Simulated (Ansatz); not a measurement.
BaZrO$_{3}$ (cubic perovskite)

```xyz
5
Lattice="4.1806 0.0000 0.0000 0.0000 4.1806 0.0000 0.0000 0.0000 4.1806" Properties=species:S:1:pos:R:3 pbc="T T T"
Ba     0.0000     0.0000     0.0000
Zr     2.0903     2.0903     2.0903
O      0.0000     2.0903     2.0903
O      2.0903     2.0903     0.0000
O      2.0903     0.0000     2.0903
```

The slice is a {210} plane (indices of the conventional cell) through the point (0.000, 0.000, 0.000) (fractional), spanned by u = [100] and v = [021] in vectors of this cell: u (4.18 Å) and v (9.35 Å, at 90° to u). It covers one period; positions are fractions (u, v).

The numbers are results of PBEsol (plane waves to 420 eV, PAW, scalar-relativistic; Ansatz, a first-principles code), not measurements. k mesh 8×8×8. Near the nuclei the fields are pseudised (PAW); where an atom keeps semicore shells as valence, they peak there. BaZrO3 is run without spin polarisation. BaZrO3 was relaxed with its symmetry unable to fall.

### Question
Predict the map of the electron localisation function (ELF) on the slice.

### Answer
```
|xx**@@##        ##@@**|
|@@@@@@::        ::@@@@|
|##**::  ..----..  ::**|
|      ..==****==..    |
|::..  ..--====--..  ..|
|**++..  ..::::..  ..++|
|##**::  ..----..  ::**|
|**++::    ::::    ::++|
|--::      ....      ::|
|      ::**%%%%**::    |
|    ..**@@%%%%@@**..  |
|    ..##@@xxxx@@##..  |
|    ..**@@%%%%@@**..  |
|      ::**%%%%**::    |
|--::      ....      ::|
|**++::    ::::    ::++|
|##**::  ..----..  ::**|
|**++..  ..::::..  ..++|
|::..  ..--====--..  ..|
|      ..==****==..    |
|##**::  ..----..  ::**|
|@@@@@@::        ::@@@@|
|xx**@@##        ##@@**|
|xxxx@@%%..    ..%%@@xx|
```
Scale: ten equal steps from 0.01 (start of ' ') to 0.88 (end of '@'), in the order ' .:-=+*#%@'. Values: electron localisation function (ELF). The map has 11 points along u (two characters each, u = 0 at the left) and 24 along v (v = 0 in the bottom row). Points within 0.4 Å of a nucleus are blanked (x), as the pseudised field means little there.
